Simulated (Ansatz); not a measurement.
Input:

MoS2:
```xyz
3
Lattice="1.5926 0.9195 7.4391 -1.5926 0.9195 7.4391 0.0000 -1.8390 7.4391" Properties=species:S:1:pos:R:3 pbc="T T T"
Mo     0.0000     0.0000    22.3124
S      0.0000     0.0000     8.9968
S      0.0000     0.0000     5.8717
```

This is the PBE-relaxed structure. x, y and z are the axes in which the lattice vectors are written.

### Question
All from DFT-PBE in the program Ansatz with PAW potentials, unless another level is named. Give the formation energy from the elements (no fitted shifts).

### Answer
-0.89 eV/atom.

### Question
Next, the band gap?

### Answer
1.45 eV (indirect).

### Question
Next, the smallest direct gap on the standard path?

### Answer
1.67 eV.

### Question
Predict the conduction-band minimum.

### Answer
off the standard path, at k = (-0.049, 0.284, -0.383).

### Question
Give the valence-band maximum.

### Answer
at T.

Space group R3m. Symmetry was held in the PBE relaxation. The run is not spin-polarised. A crystal of weakly bound layers computed without a dispersion correction: the cell and the soft elastic constants depend strongly on that. The references are the lowest solids computed at this level, not always the standard phases. Scalar-relativistic: spin–orbit coupling is off unless named, which matters more the heavier the elements.

Potentials: the later of the program's two PAW sets.
